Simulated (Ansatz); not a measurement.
Input file for Ansatz (an electronic-structure program):

Ansatz 0.2 input:
```yaml
crystal:
  lattice:
    - [3.521283789, 0.0, 0.0]
    - [-1.7606418945, 3.0495212152, 0.0]
    - [0.0, 0.0, 6.1554339952]
  atoms:
    - { symbol: Sr, position: [0.3333333333, 0.6666666667, 0.25] }
    - { symbol: Sr, position: [0.6666666667, 0.3333333333, 0.75] }
    - { symbol: O, position: [0.0, 0.0, 0.0] }
    - { symbol: O, position: [0.0, 0.0, 0.5] }
kpoints:
  mp_grid: { grid: [8, 8, 4] }
basis: { xc_grid: 2 }
hamiltonian:
  xc: pbesol
  pseudopotentials: { kind: paw }
scf:
  occupations: { method: fixed }
output:
  optics: { e_range: [0.0, 15.0], de: 0.05, sigma: 0.1, bands: { spectra_wanted_up_to: 12 eV } }
```

Output (shortened):

```
output.optics: the spectra are integrated over the Brillouin zone by k·p interpolation around the k-points, where levels, occupations, output.optics.sigma and …
Pseudopotential: Sr, paw, valence charge 10
Pseudopotential: O, paw, valence charge 6
Functional definition: PBEsol
Crystal: 4 atoms, lattice volume = 66.098 Å³
Basis set: ecut = 420 eV, 1287 PW (Γ), exchange–correlation on 48×48×90 points (8 copies of the dense FFT grid, shifted against one another)
Bands: 20, of which v1, the nominal top of the filled ones, is band 16 counted from 1 (15 counted from 0)
Symmetry: 24 space group operations
Space group: P63/mmc (ITA 194), of the structure as read, at distance tolerance 4.0e-5 Å
k-points: 30 of 256
SCF iter   1: F=—  HF=-8111.930962 eV  |F-HF|=—  |Δ(HF+E_count)|=         —  Δρ=1.30e-2  dr2=1.03e-1  ethr=1.77e-3  ⟨swp⟩=5.9  Hψ=3193  notcnv=0  defer=28
preconditioner: auto → Resta (q_TF=auto, 2.418 Å⁻¹)
SCF iter   2: F=—  HF=-8111.910333 eV  |F-HF|=—  |Δ(HF+E_count)|=   2.06e-2  Δρ=5.07e-3  dr2=1.13e-2  ethr=3.22e-4  ⟨swp⟩=2.1  Hψ=1118  notcnv=0  defer=59
SCF iter   3: F=—  HF=-8111.907901 eV  |F-HF|=—  |Δ(HF+E_count)|=   2.43e-3  Δρ=9.83e-4  dr2=5.06e-4  ethr=3.53e-5  ⟨swp⟩=2.0  Hψ=900  notcnv=0  defer=60
SCF iter   4: F=—  HF=-8111.907925 eV  |F-HF|=—  |Δ(HF+E_count)|=   2.36e-5  Δρ=2.09e-4  dr2=1.44e-5  ethr=1.58e-6  ⟨swp⟩=2.1  Hψ=1049  notcnv=0  defer=60
SCF iter   5: F=—  HF=-8111.907950 eV  |F-HF|=—  |Δ(HF+E_count)|=   2.54e-5  Δρ=5.05e-5  dr2=2.36e-6  ethr=4.49e-8  ⟨swp⟩=2.0  Hψ=1061  notcnv=0  defer=19
SCF iter   6: F=—  HF=-8111.907953 eV  |F-HF|=—  |Δ(HF+E_count)|=   2.55e-6  Δρ=1.63e-5  dr2=2.81e-7  ethr=7.39e-9  ⟨swp⟩=2.3  Hψ=801  notcnv=0  defer=10
SCF iter   7: F=—  HF=-8111.907953 eV  |F-HF|=—  |Δ(HF+E_count)|=   1.30e-7  Δρ=3.75e-6  dr2=1.02e-8  ethr=8.78e-10  ⟨swp⟩=2.0  Hψ=769  notcnv=0  defer=10
SCF iter   8: F=—  HF=-8111.907953 eV  |F-HF|=—  |Δ(HF+E_count)|=   5.07e-9  Δρ=1.15e-6  dr2=6.20e-10  ethr=3.20e-11  ⟨swp⟩=2.7  Hψ=1048  notcnv=0  defer=10
SCF iter   9: F=-8111.907953 eV  HF=-8111.907953 eV  |F-HF|=1.82e-12  |Δ(HF+E_count)|=  1.00e-10  Δρ=1.30e-7  dr2=6.43e-12  ethr=1.00e-12  ⟨swp⟩=5.6  Hψ=3390  notcnv=0
SCF 1 converged in 9 iterations: F = -8111.907953 eV  dr2 = 6.43e-12
NSCF: frozen V_eff on 30 k-points
Optics k sum: 0 of 30 k-points
Optics k sum: 2 of 30 k-points
Optics k sum: 3 of 30 k-points
Optics k sum: 5 of 30 k-points
Optics k sum: 6 of 30 k-points
Optics k sum: 8 of 30 k-points
Optics k sum: 9 of 30 k-points
Optics k sum: 11 of 30 k-points
Optics k sum: 12 of 30 k-points
Optics k sum: 14 of 30 k-points
Optics k sum: 15 of 30 k-points
Optics k sum: 17 of 30 k-points
Optics k sum: 18 of 30 k-points
Optics k sum: 20 of 30 k-points
Optics k sum: 21 of 30 k-points
Optics k sum: 23 of 30 k-points
Optics k sum: 24 of 30 k-points
Optics k sum: 26 of 30 k-points
Optics k sum: 27 of 30 k-points
Optics k sum: 29 of 30 k-points
Optics k sum: 30 of 30 k-points
Optics k sum: 0 of 30 k-points
Optics k sum: 2 of 30 k-points
Optics k sum: 3 of 30 k-points
Optics k sum: 5 of 30 k-points
Optics k sum: 6 of 30 k-points
Optics k sum: 8 of 30 k-points
Optics k sum: 9 of 30 k-points
Optics k sum: 11 of 30 k-points
Optics k sum: 12 of 30 k-points
Optics k sum: 14 of 30 k-points
Optics k sum: 15 of 30 k-points
Optics k sum: 17 of 30 k-points
Optics k sum: 18 of 30 k-points
Optics k sum: 20 of 30 k-points
Optics k sum: 21 of 30 k-points
Optics k sum: 23 of 30 k-points
Optics k sum: 24 of 30 k-points
Optics k sum: 26 of 30 k-points
Optics k sum: 27 of 30 k-points
Optics k sum: 29 of 30 k-points
Optics k sum: 30 of 30 k-points
NSCF: frozen V_eff on 1 k-points
NSCF: frozen V_eff on 1 k-points
output.optics: what the bands over the 36 summed would add to eps1, eps2 and the energy-loss function is held between a lower and an upper bound (10 Lanczos …
SCF converged after 9 iterations
Free energy (F): -8111.907953 eV
Harris-Foulkes:  -8111.907953 eV  (|F-HF|=1.82e-12)
Internal energy: -8111.907953 eV  (E = F + TS)
E sigma→0 (E₀):  -8111.907953 eV
Fermi energy:    8.650554 eV
--- Per-component energies (eV) ---
  E_band       = -106.443067
  E_kinetic    = 845.058221
  E_local      = -1706.161200  (includes V_loc(G=0)·N_el)
  E_nonlocal   = 503.428267
  E_hartree    = 460.328368
  E_xc         = -493.355689
  E_vxc        = -515.793595  (∫ρ·V_xc dr)
  E_paw        = -5592.860667  (= ΣΔE_a)
  E_vpaw       = -153.636422  (= ΣTr[D̂ρ^β])
  E_aug_tail   = 0.004848  (compensation charges beyond the density's cutoff)
  E_ewald      = -2128.689373
  E_core_change = 0.339271  (= ΣΔE_core)
  E_smearing   =  0.000000  (= −TS)
  E_closure    =  0.000000  (closes the sum)
  Σ components = -8111.907953   (vs F -8111.907953, Δ=0.00e0)
  [band-id]    e_kinetic+e_local+e_nonlocal+2·e_hartree+e_vxc+e_vpaw+e_augmentation_tail = -106.443144   (vs E_band -106.443067, Δ=-7.61e-5)
--- Band table (eV; the first three rows and the last of 30) ---
  k-point 0: bands = ["-24.0509", "-23.9245", "-8.4433", "-6.8547", "-5.7039", "-5.7039", "-5.6877", "-5.6467", "-5.6467", "-4.1838", "5.8086", "7.5746", "7.5746", "7.8150", "7.8150", "8.6506", "11.7413", "13.6536", "13.7609", "14.8833"]
  k-point 1: bands = ["-24.0327", "-23.9433", "-8.2819", "-7.2409", "-5.6954", "-5.6954", "-5.6550", "-5.6550", "-5.3209", "-4.3405", "6.1188", "7.5950", "7.5950", "7.7639", "7.7639", "8.0366", "12.3226", "13.6667", "14.0180", "15.1794"]
  k-point 2: bands = ["-23.9884", "-23.9884", "-7.8384", "-7.8384", "-5.6752", "-5.6752", "-5.6752", "-5.6752", "-4.7611", "-4.7611", "6.9586", "6.9586", "7.6650", "7.6650", "7.6650", "7.6650", "13.3544", "13.3544", "14.6462", "14.6462"]
  k-point 29: bands = ["-23.8447", "-23.8447", "-7.8458", "-7.8458", "-6.4655", "-6.4655", "-5.8313", "-5.8313", "-5.0367", "-5.0367", "6.4529", "6.4529", "7.4692", "7.4692", "7.9435", "7.9435", "13.5318", "13.5318", "15.4859", "15.4859"]
```

Cost: around 70 core-seconds (rough) on shared cores.

Space group P6_3/mmc (NiAs type). The first step of the workflow began from a Materials Project structure, measured or hypothetical; the Crystallography Open Database copy checked does not list it. It is not the phase usual at ambient conditions (space group No. 225). The PBEsol relaxation kept the symmetry of its start; its stability against distortions is not shown here. Scalar-relativistic: spin–orbit coupling is off unless named, which matters more the heavier the elements.

Potentials: the later of the program's two PAW sets.

Ansatz is a plane-wave DFT program.
